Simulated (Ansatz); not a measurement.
Relaxed-ion elastic tensor of Al3BC3 in space group P6_3cm (No. 185; Pearson symbol hP42) in GPa (Voigt order), PBEsol in the plane-wave PAW code Ansatz; density 2.66 g/cm³, 11.39 Å³ per atom.

|  | 1 | 2 | 3 | 4 | 5 | 6 |
|---|---|---|---|---|---|---|
| 1 | 284 | 111 | 60.6 | 0.0 | 0.0 | 0.0 |
| 2 | 111 | 284 | 60.6 | 0.0 | 0.0 | 0.0 |
| 3 | 60.6 | 60.6 | 356 | 0.0 | 0.0 | 0.0 |
| 4 | 0.0 | 0.0 | 0.0 | 18.7 | 0.0 | 0.0 |
| 5 | 0.0 | 0.0 | 0.0 | 0.0 | 18.7 | 0.0 |
| 6 | 0.0 | 0.0 | 0.0 | 0.0 | 0.0 | 86.7 |

### Question
Is the crystal mechanically stable?

### Answer
Yes: the smallest eigenvalue of C is 18.7 GPa.

### Question
Work out the Voigt, Reuss and Hill averages.

### Answer
K_V = 154, K_R = 154, K_H = 154; G_V = 71.0, G_R = 36.5, G_H = 53.7 GPa.

### Question
Give Young's modulus, Poisson's ratio, Pugh's ratio and the universal anisotropy index.

### Answer
E = 9KG/(3K + G) = 144 GPa; ν = 0.34; K/G = 2.87 (ductile by the Pugh limit of 1.75); A_U = 5G_V/G_R + K_V/K_R − 6 = 4.73.

### Question
Estimate the sound speeds and the Debye temperature.

### Answer
v_l = √((K + 4G/3)/ρ) = 9210 m/s, v_t = √(G/ρ) = 4490 m/s, mean 5050 m/s; Θ = (h/k)(3n/4πV)^(1/3) v_m = 668 K.

### Question
How much does each axis shrink under pressure?

### Answer
Linear compressibilities β_i = Σ_j S_ij (j = 1 to 3): x 2.2, y 2.2, z 2.1 per TPa.

The first step of the workflow began from a Materials Project structure, measured or hypothetical; the Crystallography Open Database copy checked does not list it. Whether it is the stable phase at ambient conditions was not checked. The PBEsol relaxation kept the symmetry of its start; its stability against distortions is not shown here.

Potentials: the earlier of the program's two PAW sets. The files were generated under PBE; for other functionals the program regenerates the frozen cores, and for LDA and PBEsol the local potential too.
